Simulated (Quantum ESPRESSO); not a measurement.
# Kohn-Sham bands of BeSe (zinc blende)

```yaml
crystal:
  lattice:
    - [0.00000, 2.58397, 2.58397]
    - [2.58397, 0.00000, 2.58397]
    - [2.58397, 2.58397, 0.00000]
  atoms:
    - { symbol: Be, position: [0.00000, 0.00000, 0.00000] }
    - { symbol: Se, position: [0.75000, 0.75000, 0.75000] }
```

Structure: Materials Project mp-1541, symmetrised, not relaxed again. COD (Crystallography Open Database) has an entry of this formula and space group (matched by these alone). Level: LDA, no spin polarisation, no spin-orbit coupling; pw.x of Quantum ESPRESSO at 71 Ry with PseudoDojo potentials, 10×10×10 k-points, Wannier90. Density: 10×10×10 mesh, cold smearing 0.01 Ry. Spin-orbit coupling, left out, would split the p-like bands by a few tenths of an eV.

Question: List the Kohn-Sham levels between −8 and 5.5 eV relative to the valence-band maximum at the high-symmetry points, as a band run of pw.x on that density gives them (levels within 2 meV counted together).

Answer: 
```csv
point,k (reciprocal lattice),levels (eV)
Γ,0.000 0.000 0.000,"0.00 (×3), 4.07, 4.97 (×3)"
X,-0.500 -0.500 0.000,"-4.98, -2.61 (×2), 2.51, 4.19"
U,-0.375 -0.375 0.250,"-4.56, -3.98, -2.18, 3.67"
K,-0.375 0.000 0.375,"-4.56, -3.98, -2.18, 3.67"
L,0.000 0.000 0.500,"-5.62, -1.06 (×2), 4.22"
W,-0.500 -0.250 0.250,"-4.30, -3.76, -3.26"
```
